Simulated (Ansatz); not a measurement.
The start is a relaxed Ti2C cell shaken by Gaussian noise of σ = 0.08 Å a coordinate. The cell and all atomic positions are relaxed at zero pressure with PBE (plane waves to 420 eV, PAW, scalar-relativistic; Ansatz, a quantum-chemistry and plane-wave program). First-step values are on the input's coarse k-mesh.

Ansatz input (later rounds restart from its end on a renewed k-mesh):
Ansatz 0.2 input:
```yaml
crystal:
  lattice:
    - [6.6788050564, 0, 0]
    - [-3.3394025282, 5.7840148457, 0]
    - [0, 0, 5.3385308576]
  atoms:
    - { symbol: C, position: [0.6617685194, 0.3355676416, -0.0045536977] }
    - { symbol: C, position: [0.0146827207, 0.006238043, 0.8568359061] }
    - { symbol: C, position: [-0.0030625847, -0.0145398784, 0.1316045582] }
    - { symbol: Ti, position: [0.357184989, 0.688200585, -0.0062487881] }
    - { symbol: Ti, position: [0.6869746249, 0.8372739638, 0.0204468394] }
    - { symbol: Ti, position: [0.1444134779, 0.8311422631, -0.011542322] }
    - { symbol: Ti, position: [0.170021732, 0.327404284, -0.0003111832] }
    - { symbol: Ti, position: [-0.0020488295, 0.0059190005, 0.5059565791] }
    - { symbol: Ti, position: [0.3330743657, 0.6690544888, 0.4911365999] }
basis: { ecutwfc: 420, ecutrho_ratio: 4, xc_grid: 2, fft_grid_basis: typed }
kpoints: { mp_grid: { grid: [4, 4, 5] } }
hamiltonian:
  xc: pbe
  dispersion: none
  pseudopotentials: { kind: paw }
scf: { occupations: { method: fermi_dirac, width: 0.05 } }
relax: { f_tol: 0.01, max_steps: 100, cell: { stress_tol: 0.02 } }
output: { forces: true, stress: true }
```

How much energy is released per atom?

About 2.2 eV/atom.

How does the volume per atom move from start to end?

-44.7 %, from 22.91 to 12.67 Å³/atom.

Is the parent structure recovered?

It does not go back: it reaches P-1 (No. 2), 2.21 eV/atom below the parent.

How do the shortest distances between atoms change?

The closest pairs of elements (up to four, under 3.6 Å), start → end: C–C 1.47 → 1.56 Å; C–Ti 1.88 → 2.07 Å; Ti–Ti 1.92 → 2.59 Å.

Write out the relaxed structure.


```
CELL_PARAMETERS angstrom
      4.66182     0.00000     0.00000
     -1.70987     4.51388     0.00000
     -1.32366    -1.73972     5.41936
ATOMIC_POSITIONS crystal
  C  0.00000 0.00000 0.50000
  C  0.95819 0.14308 0.99916
  C  0.04181 0.85692 0.00084
  Ti 0.34030 0.22152 0.34571
  Ti 0.65970 0.77848 0.65429
  Ti 0.36770 0.12495 0.83291
  Ti 0.63230 0.87505 0.16709
  Ti 0.00730 0.43128 0.72700
  Ti 0.99270 0.56872 0.27300
```

Final values are on a 11×10×8 k-mesh of the relaxed cell. The start holds a very short contact (C–C 1.47 Å). No spin polarisation in the result.

The relaxed structure here is a generated cell of Ti2C: the first start was made by a random draw of sites in a space group, and the end was not matched to a known phase here, so it may be hypothetical.
